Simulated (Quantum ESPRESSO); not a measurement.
# Planted mistakes on one cell of Al2ZnSiN4

These are calculations, not measurements. They come from pw.x of Quantum ESPRESSO 7.5, a plane-wave density functional program, with PseudoDojo standard norm-conserving files (v0.5 for PBE, v0.4.1 for LDA and PBEsol). The cells are made up: elements, strain and atom displacements were drawn at random, and nothing was relaxed. There is no spin polarisation, spin-orbit coupling or dispersion term.

The cell has 8 sites of a wurtzite lattice (rectangular cell). Sites 1 to 4 hold Al Al Zn Si; sites 5 to 8 hold N N N N. Cell vectors in Å: (2.975, -0.025, 0.006); (-0.042, 5.304, 0.038); (0.009, 0.036, 4.965). Settings: PBE, cutoff 1143 eV, 6 x 4 x 4 k mesh shifted by half a step, Fermi-Dirac smearing of 0.025 eV.

The intended run has a self-consistency threshold of 1e-07 eV, a smearing term of 0.000 eV, a pressure of 19.22 GPa and 11 iterations. Each further run changes one thing: all lengths scaled by 0.9892; atoms of sites 2 and 3 exchanged; cutoff 653 eV; files of LDA; k mesh 2 x 2 x 2; one electron removed; smearing 0.72 eV; threshold 0.3 eV. A coarse mesh keeps the shift, and a charged cell sits in a uniform background.

```
run  change of free energy (eV)  smearing term -TS (eV)  change of P (GPa)  largest change of a force component (eV/Å)  iterations
  A                      13.637                   0.000            -156.95                                       0.183          12
  B                       0.271                   0.000               0.27                                       3.562          12
  C                      -0.253                  -1.056               1.27                                       0.399          12
  D                       0.024                   0.000              -4.57                                       0.174           4
  E                      -0.890                   0.000             -11.68                                       0.285          11
  F                     -10.179                  -0.010             -30.21                                       1.654          13
  G                       0.372                   0.000               9.27                                       0.324          11
  H                      -0.880                   0.000              -0.68                                       0.284          12
```

A rerun of the intended cell at 1437 eV and k mesh 8 x 6 x 6 moved values by no more than 0.002 eV in the cell's energy, 0.04 GPa in stress and 0.003 eV/Å in force.

Question: which change belongs to which run?

## Worked reading

Run D has the fewest iterations, as a run stopped early does. Run C has the largest smearing term, as wide smearing gives. Run A has a higher energy and the largest fall in pressure, as too small a basis gives. Run G changes the volume by a factor of 0.9679; minus its pressure change over the logarithm of that factor, 284 GPa, is a rough bulk modulus with clamped atoms. Energies from files of another functional, or of a charged cell, have another zero and say nothing on stability; the pressure of a charged cell rests on the program's zero of potential too.

## Key

```
run                            change
  A                     cutoff 653 eV
  B  atoms of sites 2 and 3 exchanged
  C                  smearing 0.72 eV
  D                  threshold 0.3 eV
  E                      files of LDA
  F              one electron removed
  G      all lengths scaled by 0.9892
  H                  k mesh 2 x 2 x 2
```